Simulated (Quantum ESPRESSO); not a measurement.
# Strain and stress in Si2BPC4

The results below are calculated, not measured. They come from pw.x of Quantum ESPRESSO 7.5, a plane-wave density functional program, with PseudoDojo standard norm-conserving files (v0.5 for PBE, v0.4.1 for LDA and PBEsol). The cells are made up: elements, strain and atom displacements were drawn at random, and nothing was relaxed. There is no spin polarisation, spin-orbit coupling or dispersion term.

The cell has 8 sites of a zincblende or diamond lattice. Sites 1 to 4 hold Si B Si P; sites 5 to 8 hold C C C C. Cell vectors in Å: (4.460, 0.000, 0.000); (0.000, 4.460, 0.000); (0.000, 0.000, 4.486). Settings: PBE, cutoff 1116 eV, 4 x 4 x 4 k mesh shifted by half a step, Fermi-Dirac smearing of 0.025 eV.

Each run adds a strain along z to one cell, with the atoms carried along; the vectors above are those of run 3. Stress is positive in tension and P is minus a third of its trace. E is the free energy for each atom above the lowest run shown.

```
run  strain (%)  s_xx (GPa)  s_yy (GPa)  s_zz (GPa)  s_xy (GPa)  P (GPa)  E (meV/atom)
  1       -1.79       20.10       22.76       15.65       -0.69   -19.50          0.00
  2       -0.74       20.58       23.20       18.95       -0.70   -20.91         12.51
  4        1.12       21.24       23.78       24.64       -0.72   -23.22         40.57
  5        1.34       21.30       23.83       25.29       -0.72   -23.48         44.32
  6        1.72       21.40       23.92       26.42       -0.73   -23.91         51.11
  7        2.09       21.49       23.99       27.51       -0.73   -24.33         58.01
  3        0.58           ?           ?           ?           ?        ?             ?
```

A rerun of one of these cells at 1347 eV and k mesh 6 x 6 x 6 moved values by no more than 0.007 eV in the cell's energy, 0.08 GPa in stress and 0.005 eV/Å in force.

## Worked fit

A parabola through the six runs shown gives s_zz = 21.24 + 3.07 e - 0.032 e² GPa, with e in per cent and a scatter of 0.01 GPa. The slope is a stiffness of 307 ± 1 GPa for each unit of this strain at e = 0. The atoms are clamped, and relaxing them would in general lower it. The error is the larger of the fit's own and the change that a cubic makes, rounded up.

## Withheld run

Question: what s_zz should run 3 give?

The fit gives 23.01 GPa. The calculation gave 23.01 GPa.

| run | strain (%) | s_xx (GPa) | s_yy (GPa) | s_zz (GPa) | s_xy (GPa) | P (GPa) | E (meV/atom) |
| --- | --- | --- | --- | --- | --- | --- | --- |
| 3 | 0.58 | 21.07 | 23.64 | 23.01 | -0.71 | -22.57 | 31.66 |